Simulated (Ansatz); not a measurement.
The elements of this relaxed trial crystal are hidden behind letters.

```
lattice vectors (Å)
   4.1735    0.0000    0.0000
   0.0000    4.1735    0.0000
   0.0000    0.0000    7.9531
fractional positions
X 0.0000 0.0000 0.0000
Z 0.5000 0.5000 0.0000
Z 0.0000 0.5000 0.5251
Z 0.5000 0.0000 0.4749
Q 0.0000 0.5000 0.7717
Q 0.5000 0.0000 0.2283
```

Level of theory: DFT PBE, scalar-relativistic, plane waves, PAW (Ansatz 0.2.0). Cutoff 420 eV, Γ-centred 10×10×6 mesh (6-atom cell), Gaussian smearing of 0.10 eV, no spin polarisation.

- Space group: P-4m2 (No. 115)
- Conventional cell: a = 4.174 Å, c = 7.953 Å
- Volume per atom: 23.09 Å³
- Density: 5.63 g/cm³
- Formation energy: −0.14 eV/atom
- Gap on the 10×10×6 mesh of the 6-atom cell: 0 eV (a metal)

Energies are uncorrected and count from the elements' standard states at the same level.

**Question.** X is a p-block element of period 4, Z is a p-block element of period 5 and Q is a p-block element of period 2. Which elements are they?

**Answer.** X = Ge, Z = Sb, Q = O, so the formula is GeSb3O2. Density times volume gives a mean mass of 5.63 × 23.09/1.6605 = 78.3 u per atom, and this set has 78.3 u. Ge is surrounded by 4 O at 2.77 Å and 4 Sb at 2.95 Å; Sb on a site of symmetry -4m2 has 4 O at 2.77 Å and 4 Ge at 2.95 Å; O has 1 Sb at 1.96 Å, 2 Ge at 2.77 Å and 2 Sb at 2.77 Å; 1 more site not described. Other sets within the hints have nearly the same mass, so mass alone doesn't settle it; this one was computed.

Spin–orbit coupling, which can matter for Sb, is left out. An odd number of electrons in the primitive cell allows no gap without spin; a larger cell or a magnetic state could open one. A structure relaxed within its symmetry needn't be a true minimum. Another cell of GeSb3O2 relaxed alike, in P4mm, lies 134 meV/atom lower, so this cell isn't the stable form at this level.
